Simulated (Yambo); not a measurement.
**CsHgF$_{3}$: sweep of GW parameters**

G0W0@PBEsol for CsHgF3 (cubic perovskite, space group Pm-3m, No. 221) in Yambo. Reference settings: 2×2×2 Γ-centred k mesh, bands 9 to 296 and a 7 Ry block in the screening, 296 bands in G with the Bruneval-Gonze terminator, plasmon pole fitted at 27.2 eV. The PBEsol gap R → Γ on this mesh is 0.44 eV; G0W0 gaps are taken between the same points.

```json
[
 {"change from the reference": "reference settings", "G0W0 gap R → Γ (eV)": "2.19", "shift of the valence edge (eV)": "-0.88", "rough Yambo cost": "1"},
 {"change from the reference": "120 bands in W, 120 bands in G", "G0W0 gap R → Γ (eV)": "2.70", "shift of the valence edge (eV)": "-0.82", "rough Yambo cost": "about 1/2"},
 {"change from the reference": "196 bands in W, 196 bands in G", "G0W0 gap R → Γ (eV)": "2.31", "shift of the valence edge (eV)": "-0.83", "rough Yambo cost": "within a factor of two"},
 {"change from the reference": "120 bands in G", "G0W0 gap R → Γ (eV)": "2.25", "shift of the valence edge (eV)": "-0.87", "rough Yambo cost": "–"},
 {"change from the reference": "196 bands in G", "G0W0 gap R → Γ (eV)": "2.21", "shift of the valence edge (eV)": "-0.88", "rough Yambo cost": "–"},
 {"change from the reference": "146 bands in W", "G0W0 gap R → Γ (eV)": "2.49", "shift of the valence edge (eV)": "-0.83", "rough Yambo cost": "within a factor of two"},
 {"change from the reference": "3 Ry block", "G0W0 gap R → Γ (eV)": "2.30", "shift of the valence edge (eV)": "-1.02", "rough Yambo cost": "within a factor of two"},
 {"change from the reference": "2 Ry block", "G0W0 gap R → Γ (eV)": "2.89", "shift of the valence edge (eV)": "-1.43", "rough Yambo cost": "within a factor of two"},
 {"change from the reference": "6 Ry block", "G0W0 gap R → Γ (eV)": "2.19", "shift of the valence edge (eV)": "-0.89", "rough Yambo cost": "within a factor of two"},
 {"change from the reference": "pole fitted at 10 eV", "G0W0 gap R → Γ (eV)": "2.22", "shift of the valence edge (eV)": "-0.79", "rough Yambo cost": "–"},
 {"change from the reference": "no random integration", "G0W0 gap R → Γ (eV)": "2.09", "shift of the valence edge (eV)": "-0.61", "rough Yambo cost": "–"},
 {"change from the reference": "120 bands in G, no terminator", "G0W0 gap R → Γ (eV)": "1.94", "shift of the valence edge (eV)": "-0.09", "rough Yambo cost": "–"},
 {"change from the reference": "196 bands in G, no terminator", "G0W0 gap R → Γ (eV)": "1.95", "shift of the valence edge (eV)": "-0.38", "rough Yambo cost": "–"},
 {"change from the reference": "no terminator", "G0W0 gap R → Γ (eV)": "2.02", "shift of the valence edge (eV)": "-0.59", "rough Yambo cost": "–"}
]
```

The reference isn't shown to be the converged limit. Costs are rough (shared machines), scaled to the same edge states, and given only for runs that recompute the screening.

The cell is held in this high symmetry; tilts and polar distortions were not searched.

Spin-orbit coupling is included.

Geometry of the Materials Project entry, not relaxed at this level; primitive cell a = b = c = 4.595 Å, α = β = γ = 90.00°.

A shift is the quasiparticle energy of the state minus its PBEsol energy.
